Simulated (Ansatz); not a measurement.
Te:
```
CELL_PARAMETERS angstrom
      0.00000     3.52787     3.52787
      3.52787     0.00000     3.52787
      3.52787     3.52787     0.00000
ATOMIC_POSITIONS crystal
  Te 0.00000 0.00000 0.00000
  Te 0.25000 0.25000 0.25000
```

Relaxed with PBEsol. Special points in fractions of this cell's reciprocal vectors: Γ (0.000, 0.000, 0.000); X (0.500, 0.000, 0.500); U (0.625, 0.250, 0.625); K (0.375, 0.375, 0.750); L (0.500, 0.500, 0.500); W (0.500, 0.250, 0.750).

Q: List the band energies nearest the Fermi level at these points for PBEsol (plane waves, PAW; program Ansatz).

A: In eV from the Fermi level; about four levels below and three above (degenerate sets whole), none deeper than 8.9 eV; points with the same levels are listed once.

```tsv
k	below	above
Γ	-3.12 -3.12 -3.12 -0.73 -0.73 -0.73	3.49 5.96 5.96
X	-4.41 -4.41 -1.69 -1.69	2.07 2.07 5.07 5.07
U	-4.76 -4.22 -1.85 -0.55	1.47 1.52 4.21
L	-3.74 -3.74 -3.59	0.24 0.24 1.70
W	-4.60 -4.60 -0.98 -0.98	1.31 1.31 4.88 4.88
```

Space group Fd-3m (diamond). The start of the workflow was typed in or built on a structure type; neither database checked (COD, Materials Project) lists it. It is not the phase usual at ambient conditions (space group No. 152). Symmetry was held in the PBEsol relaxation; its stability against distortions is not shown here. Spin–orbit coupling is left out wherever it is not named.

Potentials: the later of the program's two PAW sets.
